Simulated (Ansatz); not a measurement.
**Map of one atom of the cell for SiO2 (rutile)**

SiO2 (rutile)

```yaml
crystal:
  lattice:
    - [4.23588, 0.00000, 0.00000]
    - [0.00000, 4.23588, 0.00000]
    - [0.00000, 0.00000, 2.68991]
  atoms:
    - { symbol: Si, position: [0.50000, 0.50000, 0.50000] }
    - { symbol: Si, position: [0.00000, 0.00000, 0.00000] }
    - { symbol: O, position: [0.80699, 0.80699, 0.50000] }
    - { symbol: O, position: [0.30699, 0.69301, 0.00000] }
    - { symbol: O, position: [0.69301, 0.30699, 0.00000] }
    - { symbol: O, position: [0.19301, 0.19301, 0.50000] }
```

In this cell atom 5 (O, nearest neighbour Si at 1.774 Å; its periodic images, 2.7 Å or more away, move with it) is moved by u·(1.000, 0.000, 0.000) + v·(0.000, 1.000, 0.000); the rest is frozen.

Calculation: PBE (plane waves to 420 eV, PAW, scalar-relativistic; Ansatz, a first-principles code). k mesh 6×6×10 (Γ-centred), Fermi-Dirac smearing 0.05 eV. E stands for the smeared free energy. Points where atoms come too close for the PAW data are left out (x in tables, blank in figures). Fu and Fv are the components of the force on the atom. SiO2 was relaxed with its symmetry unable to fall. The PAW data are Ansatz's earlier set. ΔE is measured from the undisplaced structure. Axes are in Å.

ΔE (eV/cell), with u across and v down:

```csv
v \ u,-0.440,-0.293,-0.147,0.000,0.147,0.293,0.440
-0.440,2.331,1.690,1.541,2.006,3.311,x,x
-0.293,1.738,0.999,0.694,0.885,1.678,3.245,x
-0.147,1.579,0.706,0.243,0.221,0.678,1.678,3.311
0.000,1.947,0.877,0.221,0.000,0.221,0.885,2.006
0.147,2.928,1.570,0.659,0.221,0.243,0.694,1.541
0.293,4.555,2.807,1.570,0.877,0.706,0.999,1.690
0.440,6.782,4.555,2.928,1.947,1.579,1.738,2.331
```

Fv (eV/Å), with u across and v down:

```
v \ u   -0.440  -0.293  -0.147  0.000  0.147  0.293  0.440
------  ------  ------  ------  -----  -----  -----  -----
-0.440    5.32    5.94    7.07   9.24  13.53      x      x
-0.293    2.67    3.42    4.45   6.06   8.86  13.85      x
-0.147   -0.60    0.49    1.66   3.01   4.88   7.80  12.52
0.000    -4.52   -2.89   -1.39   0.00   1.43   3.20   5.70
0.147    -8.89   -6.58   -4.61  -3.00  -1.69  -0.48   0.89
0.293   -13.25  -10.25   -7.78  -5.92  -4.58  -3.61  -2.79
0.440   -16.96  -13.47  -10.66  -8.63  -7.28  -6.43  -5.88
```

Key numbers:

| Item | Result |
|---|---|
| Principal force constants in the plane (five-point differences of the forces) | 11.2 and 29.9 eV/Å² |
| Softest direction at the centre | 45° from u towards v |
| Centre of the map | a minimum |
| Lowest place on the grid | u = 0.000 Å, v = 0.000 Å (0 meV/cell) |

(A displaced cell: forces are minus the slopes of the energy, force constants its curvatures, and phonons follow from these.)
